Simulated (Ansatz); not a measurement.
Starting cell, PbBrF (space group P4/nmm):

```yaml
crystal:
  lattice:
    - [4.10128, 0.00000, 0.00000]
    - [0.00000, 4.10128, 0.00000]
    - [0.00000, 0.00000, 7.38339]
  atoms:
    - { symbol: Pb, position: [0.00000, 0.50000, 0.80498] }
    - { symbol: Pb, position: [0.50000, 0.00000, 0.19502] }
    - { symbol: Br, position: [0.50000, 0.00000, 0.64626] }
    - { symbol: Br, position: [0.00000, 0.50000, 0.35374] }
    - { symbol: F, position: [0.50000, 0.50000, 0.00000] }
    - { symbol: F, position: [0.00000, 0.00000, 0.00000] }
```

The atoms are displaced by Q × the pattern below (from a DFPT mode at Γ, largest move 1; Q in Å), at fixed cell. It is one choice among 2 degenerate patterns.

```csv
atom,x,y,z
Pb1,0.000,-0.006,0.000
Pb2,0.000,0.006,0.000
Br3,0.000,0.044,0.000
Br4,0.000,-0.044,0.000
F5,0.000,1.000,0.000
F6,0.000,-1.000,0.000
```

Computed with LDA (plane waves to 420 eV, PAW, scalar-relativistic; Ansatz, an electronic-structure program). k mesh 8×8×5 (Γ-centred), Fermi-Dirac smearing 0.05 eV. E stands for the smeared free energy. PbBrF was relaxed with its symmetry unable to fall. Spin-orbit coupling is left out, though Pb is heavy. The zero of ΔE is the undisplaced structure.

```csv
Q (Å),ΔE (meV/cell)
-0.2800,315
-0.2333,withheld
-0.1867,135
-0.1400,75
-0.0933,33
-0.0467,8
0.0000,0
0.0467,8
0.0933,33
0.1400,75
0.1867,135
0.2333,withheld
0.2800,315
```

Fit an even polynomial form (powers 2, 4) to the given rows and predict ΔE at Q = -0.2333.

Least squares on the 11 given rows: ΔE = (3759)·Q² + (3304)·Q⁴, in meV/cell with Q in Å; root-mean-square residual 0.1 meV/cell. At -0.2333 the fit gives 214 meV/cell; the calculation gives 215 meV/cell, so the interpolation is off by -1 (-0.5 %). The quadratic term alone would give 205 meV/cell.

(For displaced atoms, the force is minus the slope of the energy, and its curvature is a force constant, which sets phonon frequencies.)
